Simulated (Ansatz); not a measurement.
A relaxed structure of ZnCu₂SnS₄ is spoiled in several ways and relaxed again each time (noise and exchanges are one random draw each; squeezed and stretched starts keep its symmetry, which their runs cannot lower; pressure is positive under compression). Method: PBEsol (plane waves to 420 eV, PAW, scalar-relativistic; Ansatz, a first-principles code).

Space group I-4 (No. 82); a = b = 5.375 Å, c = 10.751 Å, α = β = γ = 90.00°

```json
[
 {"atom": "Cu", "site": "2a", "symmetry": "-4..", "x": "0.0000", "y": "0.0000", "z": "0.0000"},
 {"atom": "Cu", "site": "2c", "symmetry": "-4..", "x": "0.0000", "y": "0.5000", "z": "0.2500"},
 {"atom": "Zn", "site": "2d", "symmetry": "-4..", "x": "0.5000", "y": "0.0000", "z": "0.2500"},
 {"atom": "Sn", "site": "2b", "symmetry": "-4..", "x": "0.0000", "y": "0.0000", "z": "0.5000"},
 {"atom": "S", "site": "8g", "symmetry": "1", "x": "0.2597", "y": "0.2686", "z": "0.3700"}
]
```
(The calculation used a cell of 8 atoms; values per cell refer to that cell.)

```csv
change,first pressure (GPa),largest first force (eV/Å),released (eV/atom),moves,outcome,final group,E − E(parent) (eV/atom)
stretched uniformly to 115 % of its volume,-8.1,0.19,0.08,4,returns to the parent,I-4,0.000
stretched uniformly to 150 % of its volume,-12.4,0.28,0.56,7,returns to the parent,I-4,0.000
with every coordinate shifted by Gaussian noise of σ = 0.3 Å,21.4,9.63,1.07,8,returns to the parent,I-4,0.000
```

First-step values come from each run's starting, coarser k-mesh (6×6×6, 5×5×5, 5×5×6). Each cell has its own k-point mesh; energy differences are given only to the digits this allows. No spin polarisation in the result.
